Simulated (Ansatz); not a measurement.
Calculated coordination and ³⁵Cl quadrupole coupling for Cs3Tl2Cl9

Cell: an entry of the Crystallography Open Database (COD) whose atoms were relaxed with PBE, the cell held.

Space group R-3c:H (No. 167); a = 12.7957, c = 18.2975 Å, γ = 120.00°.

```
site  Wyckoff  site symmetry       x       y       z
  Cs      18e             .2  0.9958  0.6667  0.4167
  Tl      12c             3.  0.0000  0.0000  0.8525
Cl11      18e             .2  0.1580  0.0000  0.7500
Cl17      36f              1  0.5078  0.8465  0.5797
```

One atom of each set is listed; the run and its k-mesh use a cell of 28 atoms with edges of 9.58, 9.58, 9.58 Å.

All values are calculated (Ansatz; DFT, r2SCAN, plane waves and PAW, scalar-relativistic, 500 eV cutoff, Γ-centred 3×3×3 k-points, Fermi–Dirac smearing 0.02 eV), not measured.

Q(³⁵Cl) = -81.12 mb.

Problem. Order the Cl environments from the weakest to the strongest quadrupole coupling.
A. Cl17: 1 Tl at 2.52 Å
B. Cl11: 2 Tl at 2.76 Å, angle 86°

Solution. B (19.0 MHz, η = 0.18), A (35.0 MHz, η = 0.07).

At Cl11 V_zz stands upright on the plane of its two bonds (within 2°). At Cl17 V_zz points along its bond to Tl (within 1°). Like point charges on the first shell alone (each adding as 1/d³) would give the same order.

Without spin–orbit coupling the gradients at and beside Tl can be off by some per cent, at some sites by more.
